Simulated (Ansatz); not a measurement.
Total density of states per atom from the program Ansatz at the r²SCAN+D4 level (PAW), in 0.25 eV bins, energy from the valence-band maximum:

```
E (eV)  states/eV/atom
------  --------------
-7.85             0.00
-7.60             0.00
-7.35             0.00
-7.10             0.00
-6.85             0.00
-6.60             0.00
-6.35             0.00
-6.10             0.00
-5.85             0.37
-5.60             1.16
-5.35             1.06
-5.10             0.78
-4.85             0.47
-4.60             0.18
-4.35             0.02
-4.10             0.18
-3.85             0.96
-3.60             1.41
-3.35             0.92
-3.10             1.25
-2.85             1.94
-2.60             1.17
-2.35             0.15
-2.10             0.00
-1.85             0.00
-1.60             0.00
-1.35             0.10
-1.10             0.49
-0.85             1.63
-0.60             1.82
-0.35             2.27
-0.10             1.69
0.15              0.00
0.40              0.00
0.65              0.00
0.90              0.00
1.15              0.00
1.40              0.00
1.65              0.00
1.90              0.00
2.15              0.00
2.40              0.00
2.65              0.28
2.90              1.08
3.15              1.68
3.40              0.95
3.65              0.01
3.90              0.00
4.15              0.00
4.40              0.00
4.65              0.00
4.90              0.00
5.15              0.00
5.40              0.00
5.65              0.00
5.90              0.00
6.15              0.00
6.40              0.00
6.65              0.00
6.90              0.00
7.15              0.00
7.40              0.00
```

Problem. Which compound is it?
A. Co, hcp (Mg type)
B. W, bcc (W type)
C. Gd2CCl2, P-3m1 (Cl on 2d, Gd on 2d, C on 1b)
D. Cl, molecular I2 type

Solution. D, Cl, molecular I2 type. Top 1 eV of the valence band: Cl 3p 99 %. Bottom 1 eV of the conduction band: Cl 3p 91 %, Cl 3s 5 %. Projections are on Löwdin-orthogonalised atomic valence shells; empty p or d shells of many metals are not among them.

Space group Cmce (molecular I2 type). The r²SCAN+D4 relaxation kept the symmetry of its start. The substance is a gas or liquid at ambient conditions; this is its low-temperature solid.

Potentials: the later of the program's two PAW sets.
